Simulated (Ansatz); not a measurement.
CoSn in space group P6/mmm (No. 191; Co on 3f, Sn on 2d, Sn on 1a) under volume change, plane-wave PAW LDA (Ansatz code), shape and atoms relaxed at each volume.

| V (Å³/atom) | E − E(relaxed) (meV/atom) | P (GPa) |
|---|---|---|
| 14.496 | ___ | ___ |
| 14.973 | 31.8 | 11.31 |
| 15.451 | 7.5 | 5.16 |
| 15.929 | 0.0 | 0.00 |
| 16.407 | 6.7 | -4.34 |
| 16.885 | 25.2 | -7.98 |
| 17.363 | ___ | ___ |

**Question.** Fill in the missing entries.

**Answer.** 
- 17.363, E − E(relaxed) (meV/atom): 53.7
- 17.363, P (GPa): -11.03
- 14.496, E − E(relaxed) (meV/atom): 76.1
- 14.496, P (GPa): 18.62

**Question.** What does a third-order Birch–Murnaghan fit give for V₀, B₀ and B′?

**Answer.** V₀ = 15.93 Å³/atom, B₀ = 157 GPa, B′ = 4.8.

Symmetry was held in the LDA relaxation; of distortions, only those at the zone centre were tested. The run is not spin-polarised. Spin–orbit coupling is left out wherever it is not named.

Potentials: the later of the program's two PAW sets.
